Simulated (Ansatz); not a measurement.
Sheets of one type (M2XT2 MXene (fcc sites)-type), the program Ansatz at the r²SCAN+D4 level (PAW); HSE06 gaps on those cells.

```tsv
layer	a (Å)	thickness (Å)
Mo2H2NO2	2.799	7.71
Nb2H2NO2	…	…
Zr2H2NO2	3.280	6.95
W2H2NO2	2.782	7.86
```

Question: Complete the blanks.

Answer: 
- Nb2H2NO2, a (Å): 2.931
- Nb2H2NO2, thickness (Å): 7.60

Began spin-polarised and lost the moments: Mo2H2NO2, M2XT2 MXene (fcc sites)-type layer; Nb2H2NO2, M2XT2 MXene (fcc sites)-type layer; Zr2H2NO2, M2XT2 MXene (fcc sites)-type layer; W2H2NO2, M2XT2 MXene (fcc sites)-type layer. All cells were relaxed under the symmetry of their starts (and spin orders); stability against distortions was not tested throughout. No Hubbard U is applied. Spin–orbit coupling is left out wherever it is not named. Constructed layers (a layer type filled with these elements): Mo2H2NO2, M2XT2 MXene (fcc sites)-type layer; Nb2H2NO2, M2XT2 MXene (fcc sites)-type layer; Zr2H2NO2, M2XT2 MXene (fcc sites)-type layer; W2H2NO2, M2XT2 MXene (fcc sites)-type layer.

Potentials: the later of the program's two PAW sets.
